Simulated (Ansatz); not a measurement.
input.yaml (Ansatz)

```yaml
crystal:
  lattice:
    - [0.0, 3.4333754154, 3.4333754154]
    - [3.4333754154, 0.0, 3.4333754154]
    - [3.4333754154, 3.4333754154, 0.0]
  atoms:
    - { symbol: In, position: [0.125, 0.125, 0.125] }
    - { symbol: In, position: [0.875, 0.875, 0.875] }
hamiltonian:
  xc: r2scan
  pseudopotentials:
    kind: paw
    azcp:
      In: "pseudopotentials/In.paw.azcp"
basis:
  ecutwfc: 500
  fft_grid_basis: typed
kpoints:
  mp_grid: { grid: [9, 9, 9], shift: [0, 0, 0] }
magnetization:
  spin_polarized: false
scf:
  occupations: { method: fermi_dirac, width: 0.1 }
  lower_state_search: "off"
output:
  stress: true
```

Terminal output

```
Engine: ansatz 0.2.0, x86_64-unknown-linux-gnu
Pseudopotentials: kind: paw
Pseudopotential: In, paw, valence charge 13, recommended cutoff 500 eV (meta_gga) 
Functional definition: r2SCAN
  parameter k0 = 0.174
  parameter k1 = 0.065
  parameter a1 = 4.9479
  exchange = r2scan_x(k0 = k0, k1 = k1, a1 = a1)
  correlation = r2scan_c
Crystal: 2 atoms, lattice volume = 80.946 Å³
Basis set: ecut = 500 eV, 2085 PW (Γ), exchange–correlation on 144×144×144 points (64 copies of the dense FFT grid, shifted against one another)
Bands: 17, of which v1, the nominal top of the filled ones, is band 13 counted from 1 (12 counted from 0)
Symmetry: 48 space group operations
Space group: Fd-3m (ITA 227), of the structure as read, at distance tolerance 4.3e-5 Å
k-points: 35 of 729
Non-local potential: In, projectors of the file, l = 0: 2, l = 1: 2, l = 2: 2, l = 3: 2
PAW form: soft (Blöchl's): semilocal exchange-correlation on the pseudo side does not see the compensation charge
PAW frozen core: In, regenerated for the run's functional (the file was generated under x = pbe(κ = 0.804, μ = 0.2195149727645171), c = pbe(β = 0.06672455060314922))
PAW one-centre angular grid: In, 590 points (default); XC on 289 of its mesh's 2783 points in the sphere
Initial density: superposition of atomic densities (neutral atoms: chi_scale 0, normalization atom), corrected by the library's trained network
Initial wavefunctions: pseudopotential atomic-orbital guess
Functional: x = r2scan, c = r2scan; τ floored in thin density (d = 2e-4 eV/Å³)
SCF iter   1: F=-11223.013496 eV  HF=-11223.021141 eV  |F-HF|=7.64e-3  |Δ(HF+E_count)|=         —  Δρ=6.12e-3  dr2=1.77e-2  dr2_τ=3.52e-3  ethr=1.77e-3  ⟨swp⟩=5.8  Hψ=3339  notcnv=0
SCF iter   2: F=-11223.012992 eV  HF=-11223.024263 eV  |F-HF|=1.13e-2  |Δ(HF+E_count)|=   3.12e-3  Δρ=4.13e-3  dr2=1.09e-2  dr2_τ=1.17e-4  ethr=6.82e-5  ⟨swp⟩=2.0  Hψ=1610  notcnv=0
SCF iter   3: F=-11223.018767 eV  HF=-11223.018739 eV  |F-HF|=2.85e-5  |Δ(HF+E_count)|=   5.52e-3  Δρ=3.98e-4  dr2=1.85e-4  dr2_τ=2.99e-6  ethr=4.21e-5  ⟨swp⟩=2.0  Hψ=1166  notcnv=0
SCF iter   4: F=-11223.018785 eV  HF=-11223.018779 eV  |F-HF|=6.45e-6  |Δ(HF+E_count)|=   3.98e-5  Δρ=8.33e-5  dr2=1.10e-5  dr2_τ=1.08e-7  ethr=7.10e-7  ⟨swp⟩=2.2  Hψ=846  notcnv=0
SCF iter   5: F=-11223.018787 eV  HF=-11223.018787 eV  |F-HF|=6.46e-8  |Δ(HF+E_count)|=   8.26e-6  Δρ=2.06e-5  dr2=2.09e-7  dr2_τ=9.01e-9  ethr=4.23e-8  ⟨swp⟩=3.0  Hψ=1097  notcnv=0
SCF iter   6: F=-11223.018787 eV  HF=-11223.018787 eV  |F-HF|=7.71e-9  |Δ(HF+E_count)|=   1.46e-7  Δρ=2.19e-6  dr2=1.38e-9  dr2_τ=1.07e-10  ethr=3.85e-10  ⟨swp⟩=4.8  Hψ=2164  notcnv=0
SCF 1 converged in 6 iterations: F = -11223.018787 eV  dr2 = 1.38e-9
SCF converged after 6 iterations
Free energy (F): -11223.018787 eV
Harris-Foulkes:  -11223.018787 eV  (|F-HF|=7.71e-9)
Internal energy: -11222.959718 eV  (E = F + TS)
E sigma→0 (E₀):  -11222.989253 eV
Entropy (-TS):   -0.059069 eV (-29.534 meV/atom)
Fermi energy:    4.820544 eV
--- Per-component energies (eV) ---
  E_band       = -193.266707
  E_kinetic    = 480.435311
  E_local      = -2937.281364  (includes V_loc(G=0)·N_el)
  E_nonlocal   = 732.730920
  E_hartree    = 1172.565938
  E_xc         = -400.809319
  E_vxc        = -212.444801  (∫ρ·V_xc dr)
  E_paw        = -8363.479645  (= ΣΔE_a)
  E_vpaw       = -617.253416  (= ΣTr[D̂ρ^β])
  E_aug_tail   = 0.000015  (compensation charges beyond the density's cutoff)
  E_vtau       = 15.414811  (kinetic-family band-sum trace: ∫τ·v_τ [+ j·A + Jᵃ·Aᵃ] dr)
  E_ewald      = -1909.052665
  E_core_change = 1.931092  (= ΣΔE_core)
  E_smearing   = -0.059069  (= −TS)
  E_closure    = 0.000000  (closes the sum)
  Σ components = -11223.018787   (vs F -11223.018787, Δ=0.00e0)
--- Stress (GPa, compression-positive) ---
       -2.348849      -0.000000      -0.000000
        0.000000      -2.348849      -0.000000
       -0.000000      -0.000000      -2.348849
  P = ⅓ Tr σ = -2.3488 GPa (-23.488 kbar)
```

Command:

```sh
ansatz run input.yaml --threads 1 --pin off --max-ram 3584MiB --backend cpu --events-out ev --progress --plain --runs-dir out
```

On 1 thread of Intel(R) Xeon(R) Platinum 8259CL CPU @ 2.50GHz (Skylake/Cascade Lake) (shared host) this took about 10 s of wall time and 10 s of CPU time.
